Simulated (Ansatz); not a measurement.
TiB$_{2}$ (AlB2 type, space group P6/mmm)

```
TiB2
1.0
    3.03199     0.00000     0.00000
   -1.51599     2.62578     0.00000
    0.00000     0.00000     3.22435
Ti B
1 2
Direct
  0.00000   0.00000   0.00000
  0.33333   0.66667   0.50000
  0.66667   0.33333   0.50000
```

The slice is a (1 -1 0 0) plane (indices of the conventional cell) through the point (0.667, 0.333, 0.500) (fractional), spanned by u = [110] and v = [001] in vectors of this cell: u (3.03 Å) and v (3.22 Å, at 90° to u). It covers one period; positions are fractions (u, v).

Computed with PBE (plane waves to 420 eV, PAW, scalar-relativistic; Ansatz, a first-principles code). k mesh 18×18×14. Inside the PAW spheres the values are not all-electron values, and peaks at nuclei hang on which shells count as valence. TiB2 is run without spin polarisation. TiB2 was relaxed with its symmetry unable to fall.

Three fields on this plane, each scaled to ten steps between its own extremes (0 low, 9 high; the total valence density on a logarithmic scale, the potential cut 8 eV below its top; x marks points blanked near nuclei; v = 0 in the bottom row):

Map A
```
|xxxxx0344334430xxxx|
|xxxx024444444420xxx|
|xxxx035544445530xxx|
|xx0035554444555300x|
|1134565433334565431|
|6666664310013466666|
|8887653000000356788|
|9987641000000146789|
|9987530000000035789|
|9997530000000035799|
|9987530000000035789|
|9987641000000146789|
|8887653000000356788|
|6666664310013466666|
|1134565433334565431|
|xx0035554444555300x|
|xxxx035544445530xxx|
|xxxx024444444420xxx|
|xxxxx0344334430xxxx|
|xxxxx0343333430xxxx|
```

Map B
```
|xxxxx9987777899xxxx|
|xxxx999876678999xxx|
|xxxx998765567899xxx|
|xx8887654334567888x|
|8888764221122467888|
|8876531100001135678|
|7765310000000013567|
|5543100001100001345|
|4432000011110000234|
|4331000012210000133|
|4432000011110000234|
|5543100001100001345|
|7765310000000013567|
|8876531100001135678|
|8888764221122467888|
|xx8887654334567888x|
|xxxx998765567899xxx|
|xxxx999876678999xxx|
|xxxxx9987777899xxxx|
|xxxxx9997777999xxxx|
```

Map C
```
|xxxxx9877667789xxxx|
|xxxx987766667789xxx|
|xxxx876655556678xxx|
|xx8776554444556778x|
|7766544444444445667|
|4444333344443333444|
|2222223455554322222|
|1111123567765321111|
|0000013579975310000|
|0000013689986310000|
|0000013579975310000|
|1111123567765321111|
|2222223455554322222|
|4444333344443333444|
|7766544444444445667|
|xx8776554444556778x|
|xxxx876655556678xxx|
|xxxx987766667789xxx|
|xxxxx9877667789xxxx|
|xxxxx9877667789xxxx|
```

Q: Assign the maps to these fields: electron localisation function (ELF); valence electron density; electrostatic potential energy of an electron, from the cell's mean.

A: A is the electrostatic potential energy of an electron, from the cell's mean; B is the electron localisation function (ELF); C is the valence electron density.
